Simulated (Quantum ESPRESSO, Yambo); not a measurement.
GaAs (zinc blende, space group F-43m, No. 216) under isotropic strain (on all lattice vectors), counted from the cell relaxed with PBEsol, atoms relaxed at each step. PBE (stringent potentials; Quantum ESPRESSO, PseudoDojo norm-conserving, 114 Ry, no spin-orbit coupling); G0W0 in Yambo (4×4×4 Γ-centred k mesh, bands 9 to 217 and a 15 Ry block in the screening, 217 bands in G with the Bruneval-Gonze terminator, plasmon pole fitted at 27.2 eV).

```csv
strain (%),PBE gap (eV),kind,G0W0 direct gap (eV)
-3,1.20,direct,1.95 at Γ
-2,(withheld),direct,(withheld)
-1,0.72,direct,1.40 at Γ
-0.5,0.61,direct,1.27 at Γ
0,0.49,direct,1.13 at Γ
+0.5,0.38,direct,1.00 at Γ
+1,0.27,direct,0.88 at Γ
```

Q: Estimate the withheld gaps from the other strains; the computed values follow.

A: 
- -2, PBE gap (eV): 0.96
- -2, G0W0 direct gap (eV): 1.67 at Γ

GW, BSE and RPA settings are held fixed; their convergence isn't established. The pressure is PBE's, so it isn't zero at the PBEsol cell. Strains are linear. The screening block changes size along the series (307 vectors at -3 %, 307 vectors at -2 %, 307 vectors at -1 %, 331 vectors at -0.5 %, 331 vectors at +0 %, 331 vectors at +0.5 %, 339 vectors at +1 %), which puts steps into the G0W0 values. Spin-orbit splittings are left out.
